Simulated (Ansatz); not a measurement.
## CoW3 (Pm-3m), an elastic constant from a strain scan

The calculation used DFT PBEsol, scalar-relativistic, plane waves, PAW (Ansatz 0.2.0). The runs took a 420 eV cutoff, a Γ-centred 12×12×12 mesh and Gaussian smearing (0.15 eV). Spin–orbit coupling is left out, which matters for the heavy elements here. No spin polarisation. A magnetic state may lie lower. Energies are free energies at this smearing, counted from the undisturbed cell; pressure is positive in compression.

Reference structure (relaxed at this level; it needn't be the usual structure):

```xyz
4
Lattice="3.8582 0.0000 0.0000 0.0000 3.8582 0.0000 0.0000 0.0000 3.8582" Properties=species:S:1:pos:R:3 pbc="T T T"
Co    0.0000    0.0000    0.0000
W     0.0000    1.9291    1.9291
W     1.9291    0.0000    1.9291
W     1.9291    1.9291    0.0000
```

The cell is strained by ε times the Voigt pattern (0, 0, 0, 1, 0, 0) (xx, yy, zz, yz, xz, xy; engineering shear) with fractional coordinates fixed. The cell holds 4 atoms in V0 = 57.43 Å³. The stress column is τ = (1/V0) dE/dε, got from the stress tensor σ (compression positive) at each point as −det(1 + εP) σ : P(1 + εP)⁻¹, with P the pattern as a tensor.

| ε | ΔE (meV/atom) | τ (GPa) |
| --- | --- | --- |
| -0.0350 | 7.161 | -4.551 |
| -0.0300 | 5.267 | -3.906 |
| -0.0250 | 3.662 | -3.260 |
| -0.0200 | 2.346 | -2.612 |
| -0.0150 | 1.320 | -1.962 |
| -0.0100 | 0.588 | -1.309 |
| -0.0050 | 0.147 | -0.655 |
| 0.0000 | 0.000 | 0.000 |
| 0.0050 | 0.147 | 0.655 |
| 0.0100 | 0.588 | 1.309 |
| 0.0150 | 1.320 | 1.962 |
| 0.0200 | 2.346 | 2.612 |
| 0.0250 | 3.662 | 3.260 |
| 0.0300 | 5.267 | 3.906 |
| 0.0350 | 7.161 | 4.551 |
| 0.0400 | ? | ? |

**Question.** Which combination of elastic constants does this scan measure, and how large is it?

**Answer.** For small ε, τ = τ0 + Kε with K = pᵀCp, which for this pattern is C44 in the cubic axes. The parabola through τ at ε = -0.0050, 0 and 0.0050 has slope K = 131 GPa at zero. The energies per cell, E = NΔE, of the same two points give K = 2[E(ε₊)/ε₊ − E(ε₋)/ε₋]/[(ε₊ − ε₋)V0] = 131 GPa, in agreement.

**Question.** Predict the withheld row at ε = 0.0400 from the harmonic law, and compare.

**Answer.** ΔE = V0(τ0 ε + Kε²/2)/N = 9.391 meV/atom and τ = 5.24 GPa. The calculation gives 9.347 meV/atom and 5.20 GPa, a miss of 0.5 % of the harmonic energy, so the harmonic law still holds here.

In a metal these slopes depend on the k mesh and the smearing.

Cost: 9 runs of about 2.2 core-minutes in all, on Intel Xeon 6975P-C (Granite Rapids) (shared hosts).